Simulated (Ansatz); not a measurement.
Re:
```
CELL_PARAMETERS angstrom
      2.75138     0.00000     0.00000
     -1.37569     2.38276     0.00000
      0.00000     0.00000    17.76254
ATOMIC_POSITIONS crystal
  Re 0.00000 0.00000 0.62501
  Re 0.33333 0.66667 0.74966
  Re 0.00000 0.00000 0.87491
  Re 0.33333 0.66667 0.00000
  Re 0.00000 0.00000 0.12509
  Re 0.33333 0.66667 0.25034
  Re 0.00000 0.00000 0.37499
  Re 0.66667 0.33333 0.50000
```

Relaxed with PBEsol. Special points in fractions of this cell's reciprocal vectors: Γ (0.000, 0.000, 0.000); M (0.500, 0.000, 0.000); K (0.333, 0.333, 0.000); A (0.000, 0.000, 0.500); L (0.500, 0.000, 0.500); H (0.333, 0.333, 0.500).

**Question.** List the band energies nearest the Fermi level at these points for plane-wave PAW PBEsol with spin–orbit coupling (Ansatz code).

**Answer.** In eV from the Fermi level; about four levels below and three above (degenerate sets whole), none deeper than 8.9 eV; points with the same levels are listed once.

```csv
k,below,above
Γ,-0.98 -0.98 -0.56 -0.56,0.30 0.30 0.43 0.43
M,-0.59 -0.59 -0.46 -0.46,0.17 0.17 0.19 0.19
K,-0.22 -0.21 -0.11 -0.09,0.04 0.09 0.59
A,-0.11 -0.11 -0.04 -0.04,0.42 0.42 0.70 0.70
L,-0.62 -0.62 -0.43 -0.43,0.06 0.06 0.42 0.42
H,-0.22 -0.22 -0.12 -0.09,0.04 0.18 0.35
```

Space group P-6m2. The start of the workflow was typed in or built on a structure type; neither database checked (COD, Materials Project) lists it. It is not the phase usual at ambient conditions (space group No. 194). The cell was relaxed with PBEsol under the symmetry of its start; whether a distortion lowers the energy is not shown. No spin polarisation was allowed.

Potentials: the earlier of the program's two PAW sets. The files were generated under PBE; for other functionals the program regenerates the frozen cores, and for LDA and PBEsol the local potential too.
